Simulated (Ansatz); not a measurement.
An Ansatz (a first-principles code) run. Input:

Ansatz 0.2 input:
```yaml
crystal:
  lattice:
    - [2.8495538715, 0.0, 0.0]
    - [-1.4247769358, 2.4677860422, 0.0]
    - [0.0, 0.0, 4.6170680301]
  atoms:
    - { symbol: Ti, position: [0.0, 0.0, 0.0] }
    - { symbol: Al, position: [0.3333333333, 0.6666666667, 0.5] }
kpoints:
  mp_grid: { grid: [16, 16, 9] }
hamiltonian:
  xc: pbesol
  pseudopotentials: { kind: paw }
scf:
  occupations: { method: fermi_dirac, width: 0.1 }
phonons:
  method: dfpt
  response_accuracy: low
  eigenvectors: true
  rigid_motions: translations
```

Output (shortened):

```
Pseudopotential: Ti, paw, valence charge 12
Pseudopotential: Al, paw, valence charge 3
Functional definition: PBEsol
Crystal: 2 atoms, lattice volume = 32.468 Å³
Basis set: ecut = 420 eV, 627 PW (Γ), exchange–correlation on 40×40×64 points (8 copies of the dense FFT grid, shifted against one another)
Bands: 12, of which v1, the nominal top of the filled ones, is band 8 counted from 1 (7 counted from 0)
Symmetry: 12 space group operations
k-points: 365 of 2304 (irreducible under 4 space group operations, time reversal used)
SCF iter   1: F=—  HF=-2998.995606 eV  |F-HF|=—  |Δ(HF+E_count)|=         —  Δρ=9.21e-3  dr2=3.78e-2  ethr=1.77e-3  ⟨swp⟩=5.0  Hψ=22295  notcnv=0
preconditioner: auto → none
SCF iter   2: F=—  HF=-2998.990968 eV  |F-HF|=—  |Δ(HF+E_count)|=   4.64e-3  Δρ=5.60e-3  dr2=1.72e-2  ethr=2.52e-4  ⟨swp⟩=1.5  Hψ=7608  notcnv=0
SCF iter   3: F=—  HF=-2998.988074 eV  |F-HF|=—  |Δ(HF+E_count)|=   2.89e-3  Δρ=1.02e-3  dr2=7.77e-4  ethr=1.15e-4  ⟨swp⟩=2.0  Hψ=5746  notcnv=0
SCF iter   4: F=—  HF=-2998.987880 eV  |F-HF|=—  |Δ(HF+E_count)|=   1.94e-4  Δρ=2.60e-4  dr2=1.16e-5  ethr=5.18e-6  ⟨swp⟩=2.2  Hψ=5935  notcnv=0
SCF iter   5: F=—  HF=-2998.987878 eV  |F-HF|=—  |Δ(HF+E_count)|=   2.25e-6  Δρ=3.46e-5  dr2=3.28e-7  ethr=7.76e-8  ⟨swp⟩=2.4  Hψ=6815  notcnv=0
SCF iter   6: F=—  HF=-2998.987878 eV  |F-HF|=—  |Δ(HF+E_count)|=   3.20e-7  Δρ=4.35e-6  dr2=5.24e-9  ethr=2.19e-9  ⟨swp⟩=2.1  Hψ=5511  notcnv=0
SCF iter   7: F=—  HF=-2998.987878 eV  |F-HF|=—  |Δ(HF+E_count)|=  2.24e-10  Δρ=1.95e-7  dr2=1.09e-11  ethr=3.49e-11  ⟨swp⟩=2.2  Hψ=5630  notcnv=0
SCF iter   8: F=-2998.987878 eV  HF=-2998.987878 eV  |F-HF|=0.00e0  |Δ(HF+E_count)|=  4.55e-12  Δρ=2.67e-8  dr2=1.28e-13  ethr=1.00e-12  ⟨swp⟩=4.6  Hψ=14658  notcnv=0
SCF 1 converged in 8 iterations: F = -2998.987878 eV  dr2 = 1.28e-13
DFPT response loops at Γ: preconditioner auto → Kerker (q_TF=auto, 2.399 Å⁻¹) (partly filled bands, converged f_vac=0.000) …
SCF converged after 8 iterations
Free energy (F): -2998.987878 eV
Harris-Foulkes:  -2998.987878 eV  (|F-HF|=0.00e0)
Internal energy: -2998.909420 eV  (E = F + TS)
E sigma→0 (E₀):  -2998.948649 eV
Entropy (-TS):   -0.078458 eV (-39.229 meV/atom)
Fermi energy:    10.697981 eV
--- Per-component energies (eV) ---
  E_band       = -164.696411
  E_kinetic    = 296.269491
  E_local      = -1142.049501  (includes V_loc(G=0)·N_el)
  E_nonlocal   = 20.042308
  E_hartree    = 493.359364
  E_xc         = -136.614134
  E_vxc        = -151.319717  (∫ρ·V_xc dr)
  E_paw        = -1477.470374  (= ΣΔE_a)
  E_vpaw       = -174.357840  (= ΣTr[D̂ρ^β])
  E_aug_tail   = 0.000113  (compensation charges beyond the density's cutoff)
  E_ewald      = -1052.605210
  E_core_change = 0.158523  (= ΣΔE_core)
  E_smearing   = -0.078458  (= −TS)
  E_closure    = 0.000000  (closes the sum)
  Σ components = -2998.987878   (vs F -2998.987878, Δ=0.00e0)
  [band-id]    e_kinetic+e_local+e_nonlocal+2·e_hartree+e_vxc+e_vpaw+e_augmentation_tail = -164.696418   (vs E_band -164.696411, Δ=-7.50e-6)
--- Band table (eV; the first three rows and the last of 365) ---
  k-point 0: bands = ["-45.5090", "-21.9506", "-21.5035", "-21.5035", "1.6622", "8.3850", "8.9063", "11.9975", "11.9975", "13.5266", "13.5266", "14.8042"]
  k-point 1: bands = ["-45.5090", "-21.9512", "-21.5035", "-21.5035", "1.7425", "7.7220", "9.3999", "11.9991", "11.9991", "13.5166", "13.5166", "15.0680"]
  k-point 2: bands = ["-45.5089", "-21.9528", "-21.5035", "-21.5035", "1.9693", "6.8130", "9.8644", "12.0031", "12.0031", "13.4918", "13.4918", "15.7837"]
  k-point 364: bands = ["-45.4039", "-22.0081", "-21.8502", "-21.7693", "6.3566", "9.4009", "10.2635", "10.5785", "10.7653", "11.9523", "14.4963", "15.1775"]
--- Phonons (Γ-DFPT): 4 representative perturbations + reference, on 365 of 2304 k-points (Σ response iterations 12) ---
  ASR residual: 1.458e-3 → 0.000e0 eV/Å²; symmetrization residual: 2.275e-5 eV/Å²
  ASR residual per site (eV/Å²): 1.46e-3 3.86e-5
  Γ frequencies (cm⁻¹): 0.00 0.00 0.00 183.43 183.43 341.29
  non-analytic LO–TO correction: not included (Born effective charges unavailable; polar crystals: no LO–TO splitting at Γ)
```

Cost: around 40 core-seconds (rough) on shared cores.

Space group P-6m2. The first step of the workflow began from a Materials Project structure, measured or hypothetical; the Crystallography Open Database copy checked does not list it. With Ti and Al taken as one species the cell has the higher symmetry P6_3/mmc, so it may be an ordered model of a mixed-site phase. It is not the phase usual at ambient conditions (space group No. 123). The PBEsol relaxation kept the symmetry of its start; of distortions, only those at the zone centre were tested. The run is not spin-polarised. As this level gives no gap, phonon frequencies hold no LO–TO term and depend on the k-mesh and smearing (Fermi–Dirac, 0.1 eV here).

Potentials: the later of the program's two PAW sets.

Ansatz is a plane-wave DFT program.
